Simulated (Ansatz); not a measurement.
Ag: surface energy from slabs of several thicknesses

Ag, P6_3/mmc, a = 2.867 Å, c = 4.691 Å. This isn't the element's structure at ambient conditions. Ansatz: PBEsol, PAW, 420 eV, Γ-centred 12×8×1 mesh on 10 atoms, Gaussian smearing 0.10 eV; no spin polarisation. Slabs of the (100) face as cut, not relaxed, Ag on top and Ag below, area A = 13.449 Å², with a dipole correction (the mesh named is the slab's). y is the slab's energy less N times the energy per atom of a separate bulk run.

```
atoms N  thickness (Å) y (eV)
      8            9.1   2.267
     10           11.6       ?
     12           14.1   2.257
```

Problem. Fit y = y0 + sN to the other rows, say what y0 and s mean, give the surface energy, and predict the missing y.

Solution. Two rows fix the line. y = 2.287 − 0.002500 N eV. The slope s = -2.5 meV per atom is what an added atom costs in the slab over the separate bulk run; it vanishes where both describe the same bulk and the faces no longer feel each other. The intercept gives γ = y0/(2A) = 2.287 × 16.02/(2 × 13.449) = 1.36 J/m², the mean of both faces, while y/(2A) row by row runs from 1.344 to 1.350 J/m². At N = 10 the line gives 2.262 eV. The run gave 2.250 eV, so the fit is 0.012 eV too high, small in itself but 71 % of the span of the series.